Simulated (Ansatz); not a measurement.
Steps from a short run of molecular dynamics on a 2×2×2 supercell (32 atoms) of C (lonsdaleite), relaxed with r2SCAN; forces from PBE in the PAW code Ansatz, 6×6×2 mesh, Fermi-Dirac smearing of 0.020 eV, a Nosé-Hoover thermostat at fixed volume, set at 200 K. Spin polarisation is off, nuclei are classical, and the run is far too short for thermal averages.

Cell vectors in Å:
```
 5.0064  0.0000  0.0000
-2.5032  4.3357  0.0000
 0.0000  0.0000  8.3377
```

Question: At 6 fs the positions in Å are
```
C   -0.023   1.453   0.002
C    1.255   0.736   2.083
C   -0.009   1.465   1.568
C    1.243   0.704   3.623
C   -0.008   1.463   4.140
C    1.240   0.751   6.262
C    0.021   1.465   5.741
C    1.270   0.731   7.856
C   -1.243   3.621  -0.008
C    0.011   2.901   2.107
C   -1.238   3.624   1.542
C   -0.052   2.867   3.647
C   -1.241   3.619   4.198
C   -0.008   2.891   6.243
C   -1.254   3.630   5.711
C   -0.009   2.913   7.809
C    2.504   1.434  -0.012
C    3.755   0.699   2.080
C    2.534   1.424   1.579
C    3.770   0.689   3.700
C    2.497   1.405   4.168
C    3.757   0.738   6.221
C    2.493   1.439   5.739
C    3.760   0.713   7.806
C    1.260   3.644  -0.003
C    2.518   2.885   2.071
C    1.248   3.621   1.546
C    2.490   2.894   3.650
C    1.253   3.599   4.190
C    2.511   2.894   6.227
C    1.242   3.589   5.762
C    2.507   2.869   7.817
```
What are the forces, and how far does the free energy (smearing included) lie above that of step 0, with the atoms on their sites?

Answer: 19.3 meV an atom; forces in eV/Å:
```
C    1.046   0.394   0.287
C    0.013  -0.611  -0.377
C    0.250  -0.562  -0.063
C    0.371   0.703   0.706
C    0.380  -1.463   1.533
C    0.694  -0.920   0.373
C   -1.122  -0.335  -0.952
C   -1.411  -0.066  -1.682
C   -0.324  -0.278   0.352
C   -0.898  -0.053  -1.141
C   -0.304  -0.210   0.818
C    2.114   1.404  -0.015
C   -1.519  -0.327  -1.649
C    0.031   0.499   0.858
C    0.004  -0.038   1.054
C    0.381  -0.600   0.010
C    0.542   0.275   1.015
C    0.604   0.604   0.991
C   -1.052   0.851  -0.636
C   -0.909   0.605  -1.979
C   -0.001   1.250   0.117
C    0.076  -0.883   1.489
C    0.329   0.344  -0.799
C   -0.038   0.890  -0.383
C   -0.333  -1.680  -0.293
C   -0.101   0.319   0.378
C    0.685  -0.598   0.710
C    0.585  -0.868   0.042
C   -0.439  -0.599  -0.093
C   -0.314  -0.348   1.258
C    0.518   1.133  -1.489
C    0.144   1.170  -0.437
```

Question: At 15 fs the positions in Å are
```
C   -0.009   1.479   0.013
C    1.260   0.731   2.066
C   -0.008   1.465   1.572
C    1.243   0.710   3.623
C   -0.005   1.428   4.166
C    1.250   0.751   6.282
C    0.000   1.473   5.717
C    1.238   0.742   7.837
C   -1.247   3.623  -0.006
C   -0.008   2.911   2.087
C   -1.236   3.628   1.549
C   -0.031   2.890   3.649
C   -1.288   3.612   4.167
C   -0.017   2.913   6.261
C   -1.260   3.648   5.730
C   -0.003   2.916   7.803
C    2.526   1.434   0.011
C    3.779   0.696   2.115
C    2.533   1.433   1.572
C    3.752   0.671   3.683
C    2.491   1.406   4.169
C    3.762   0.724   6.239
C    2.495   1.445   5.718
C    3.765   0.736   7.784
C    1.260   3.616  -0.020
C    2.531   2.889   2.072
C    1.273   3.605   1.554
C    2.495   2.860   3.655
C    1.234   3.558   4.207
C    2.508   2.887   6.247
C    1.251   3.604   5.741
C    2.517   2.888   7.802
```
What are the forces, and how far does the free energy (smearing included) lie above that of step 0, with the atoms on their sites?

Answer: 9.0 meV an atom; forces in eV/Å:
```
C    0.096  -0.557  -0.423
C   -0.065   0.206   0.425
C    0.335  -0.381  -0.085
C   -0.244   0.079   0.442
C   -0.263   0.353   0.031
C   -0.320  -0.169  -0.901
C   -0.100  -0.598   0.631
C    0.611  -0.014  -0.327
C   -0.258   0.254   0.064
C    0.687  -0.421   0.020
C   -0.436  -0.181   0.106
C    0.293  -0.550   0.074
C    0.787  -0.081   0.178
C    0.307  -0.192  -0.486
C   -0.168  -0.608   0.156
C    0.139  -0.311   0.423
C   -0.510   0.480  -0.439
C   -0.453   0.412  -0.557
C   -0.142   0.171  -0.219
C    0.107   0.545  -0.785
C    0.334   0.425  -0.068
C   -0.126   0.299  -0.018
C    0.350  -0.093   0.559
C   -0.038  -0.344   1.036
C    0.214   0.255   0.317
C   -0.579  -0.308   0.525
C   -0.249   0.085   0.123
C   -0.153   0.089  -0.338
C    0.185   0.943  -1.116
C   -0.031   0.255   0.175
C   -0.078   0.088   0.062
C   -0.231  -0.133   0.415
```

Question: At 30 fs the positions in Å are
```
C    0.010   1.448  -0.010
C    1.258   0.733   2.098
C    0.024   1.440   1.559
C    1.229   0.711   3.664
C   -0.028   1.430   4.175
C    1.235   0.734   6.224
C   -0.018   1.441   5.752
C    1.269   0.747   7.798
C   -1.258   3.645   0.005
C    0.029   2.877   2.080
C   -1.260   3.615   1.570
C   -0.013   2.853   3.644
C   -1.247   3.594   4.168
C   -0.001   2.904   6.242
C   -1.271   3.607   5.742
C    0.007   2.905   7.828
C    2.504   1.473  -0.012
C    3.760   0.726   2.060
C    2.513   1.449   1.554
C    3.748   0.711   3.623
C    2.506   1.425   4.170
C    3.750   0.735   6.262
C    2.515   1.447   5.747
C    3.765   0.725   7.850
C    1.272   3.625   0.016
C    2.498   2.867   2.104
C    1.262   3.607   1.567
C    2.489   2.863   3.632
C    1.252   3.613   4.133
C    2.499   2.902   6.265
C    1.247   3.621   5.727
C    2.507   2.899   7.829
```
What are the forces, and how far does the free energy (smearing included) lie above that of step 0, with the atoms on their sites?

Answer: 9.6 meV an atom; forces in eV/Å:
```
C    0.210   0.512   0.519
C   -0.013  -0.847  -0.216
C   -0.439   0.231  -0.225
C    0.743  -0.044  -0.311
C    0.624  -0.116   0.069
C    0.729  -0.374   1.239
C    0.206   0.621  -1.053
C   -0.725  -0.356   0.097
C    0.622  -0.721   0.051
C   -1.365   0.279   0.036
C    0.643  -0.057   0.093
C    0.538   1.120  -0.111
C   -0.822  -0.055  -0.021
C   -0.213  -0.219   0.807
C    0.646   0.385  -0.705
C   -0.158   0.094  -0.424
C    0.375  -0.754   0.740
C    0.270  -0.162   0.651
C   -0.393  -0.203   0.124
C   -0.189   0.057   0.253
C   -0.545   0.308   0.130
C    0.031  -0.700   0.508
C   -0.749   0.184  -0.828
C   -0.166   0.357  -1.297
C   -0.757  -0.426  -0.090
C    0.563   0.830  -0.927
C    0.028   0.063  -0.002
C    0.574   0.414   0.723
C   -0.341  -0.782   1.199
C   -0.196  -0.308  -0.170
C    0.084   0.043  -0.290
C    0.185   0.623  -0.565
```
